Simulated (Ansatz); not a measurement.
A geometry of AlRu away from equilibrium: the start of the relaxation of a relaxed AlRu cell displaced along its unstable phonon at q = (½, 0, 0) of its primitive reciprocal cell (69i cm⁻¹), largest move 0.15 Å. Level of theory: r2SCAN (plane waves to 500 eV, PAW, scalar-relativistic; Ansatz, a quantum-chemistry and plane-wave program). Γ-centred k-mesh 9×9×9 on the run's cell (coarser than for final values), Fermi–Dirac smearing 0.05 eV.

```xyz
8
Lattice="0.0000 6.0542 6.0542 3.0271 0.0000 3.0271 3.0271 3.0271 0.0000" Properties=species:S:1:pos:R:3 pbc="T T T"
Al     4.4987     4.5826     4.5826
Al     4.5826     7.5258     7.5258
Al     2.9851     3.0691     3.0691
Al     3.0691     6.0122     6.0122
Ru    -0.0866     0.0866     0.0866
Ru     3.1137     5.9676     2.9405
Ru     1.6002     1.4269     1.4269
Ru     1.4269     4.6273     4.6273
```

### Question
Give the Cartesian forces on all atoms (eV/Å).

### Answer
```tsv
atom	Fx	Fy	Fz
Al1	0.13	-0.13	-0.13
Al2	0.00	0.00	0.00
Al3	0.00	0.00	0.00
Al4	-0.13	0.13	0.13
Ru5	0.30	-0.30	-0.30
Ru6	-0.02	0.02	0.02
Ru7	-0.30	0.30	0.30
Ru8	0.02	-0.02	-0.02
```

### Question
What is the pressure?

### Answer
+0.7 GPa, compression positive.

### Question
How much energy per atom can still be gained by relaxing?

### Answer
0.01 eV/atom; the path ends in R-3m (No. 166).

No spin polarisation in the result.

The run could not lose the symmetry of its start: the end is stationary, and may be a saddle point rather than a minimum.

The end of the path is a generated cell of AlRu: the first start was made by placing the elements on the sites of a structure type, and the end was not matched to a known phase here, so it may be hypothetical.
